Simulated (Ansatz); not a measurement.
YTaN3 (cubic perovskite, space group No. 221), r²SCAN (plane waves, PAW; program Ansatz), all energies at zero smearing, with the estimated change up to a 700 eV cutoff added, with one set of potentials and settings (totals compare only within such a set). Cell of 5 atoms (1 Y, 1 Ta, 3 N): -14964.697 eV.

```csv
element,reference phase,E (eV/atom)
Y,"P6_3/mmc, 2 atoms in the cell",-3859.7274
Ta,"Im-3m, 1 atoms in the cell",-9945.1755
N,"Pa-3, 8 atoms in the cell",-384.8341
```

Formation energy per atom, worked out: (-14964.697 − 1×(-3859.7274) − 1×(-9945.1755) − 3×(-384.8341))/5 = -1.058 eV/atom (-102 kJ per mol of atoms), at 0 K, without zero-point energy or fitted corrections.

Space group Pm-3m (cubic perovskite). The start of the workflow was typed in or built on a structure type; neither database checked (COD, Materials Project) lists it. Whether it is the stable phase at ambient conditions was not checked. The cell was relaxed with r²SCAN under the symmetry of its start; its stability against distortions is not shown here. No spin polarisation was allowed. The references are the lowest solids computed at this level, not always the standard phases (solids in place of the gases). Scalar-relativistic: spin–orbit coupling is off unless named, which matters more the heavier the elements.

Potentials: the earlier of the program's two PAW sets.
